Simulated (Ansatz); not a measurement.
Data sheet: BaGaSnH (DFT)

BaGaSnH:
```
CELL_PARAMETERS angstrom
      4.53162     0.00000     0.00000
     -2.26581     3.92450     0.00000
      0.00000     0.00000     5.20713
ATOMIC_POSITIONS crystal
  Ba 0.33333 0.66667 0.99979
  Ga 0.00000 0.00000 0.41650
  Sn 0.66667 0.33333 0.54305
  H  0.00000 0.00000 0.08436
```

Space group P3m1 (No. 156); conventional cell a = b = 4.532 Å, c = 5.207 Å, α = β = 90.00°, γ = 120.00°.

Method: DFT-PBEsol in the program Ansatz with PAW potentials. Geometry: relaxed at this level of theory. Other levels are named where they apply.

**Cell and energy**

- Volume per atom = 23.15 Å³
- Density = 5.86 g/cm³
- Formation energy from the elements (no fitted shifts) = -0.56 eV/atom

**Electronic structure**

* **Band gap**: 0.32 eV (direct)
* **Valence-band maximum**: at A
* **Conduction-band minimum**: at A
* **Electron effective mass**: 0.018, 0.018, 0.13 mₑ (principal values)
* **Electron effective mass with spin–orbit coupling**: 0.014, 0.014, 0.12 mₑ (principal values)
* **Hole effective mass with spin–orbit coupling**: 0.020, 0.020, 0.51 mₑ (principal values)
* **HSE06 gap on the PBEsol cell**: 0.99 eV
* **Gap with spin–orbit coupling**: 0.18 eV

**Mechanics**

- Bulk modulus (Birch–Murnaghan fit): 38.9 GPa
- Pressure derivative B′: 4.0

**Dielectric response**

- Electronic dielectric constant ε∞ (DFPT): 22.6 (xx = yy), 13.3 (zz)
- Born charges (a third of the trace): Ba +2.11, Ga +1.31, Sn -1.80, H -1.62 e

**Charges**

Bader charges: Ba +1.19, Ga 0.00, Sn -0.68, H -0.51 e

The first step of the workflow began from a Materials Project structure, measured or hypothetical; the Crystallography Open Database files this formula in space group No. 156, but the cells were not matched. Its standing as an ambient phase is unchecked. The PBEsol relaxation kept the symmetry of its start; its stability against distortions is not shown here. The references are the lowest solids computed at this level, not always the standard phases (solids in place of the gases). Scalar-relativistic: spin–orbit coupling is off unless named, which matters more the heavier the elements.

Potentials: the later of the program's two PAW sets.
